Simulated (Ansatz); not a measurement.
Mg$_{3}$CdTe$_{4}$ (P3m1)

Computed with Ansatz, DFT PBE, scalar-relativistic, plane waves, PAW.

Cutoff 420 eV; k points 6×6×2 on the computed 8-atom cell (Γ-centred); Gaussian smearing, width 0.02 eV; no spin polarisation.

The structure is relaxed at this level of theory with its symmetry kept, and needn't be the ground state of this composition.

```
CELL_PARAMETERS angstrom
4.62763 0.00000 0.00000
-2.31381 4.00764 0.00000
0.00000 0.00000 15.07170
ATOMIC_POSITIONS crystal
Mg 0.66667 0.33333 0.49577
Mg 0.66667 0.33333 0.99993
Mg 0.00000 0.00000 0.24813
Cd 0.00000 0.00000 0.74992
Te 0.66667 0.33333 0.18740
Te 0.66667 0.33333 0.68338
Te 0.00000 0.00000 0.43545
Te 0.00000 0.00000 0.94003
```

Formation energy from the elements' standard states (uncorrected)?

-0.775 eV/atom.

Kohn–Sham band gap?

1.59 eV.

Orbital (Löwdin) character of the top 1 eV of the valence band?

Te 5p 95 %.

Orbital (Löwdin) character of the lowest 1 eV of the conduction band?

Cd 5s 37 %, Te 5p 25 %, Mg 3s 10 %, Te 5s 9 %, unprojected 19 %.

Bader charge by site (e)?

Mg (1 in the cell) 1.54, Mg (1 in the cell) 1.54, Mg (1 in the cell) 1.54, Cd (1 in the cell) 0.54, Te (1 in the cell) -1.54, Te (1 in the cell) -0.79, Te (1 in the cell) -1.54, Te (1 in the cell) -1.29.

Spin-orbit coupling is left out, which matters for the bands of heavy elements.

The cell was found from a structure generator's guess, not taken from experiment. Kohn–Sham gaps at this level usually fall short of measured ones. Löwdin shares on free-atom orbitals overweight diffuse shells in the empty bands.
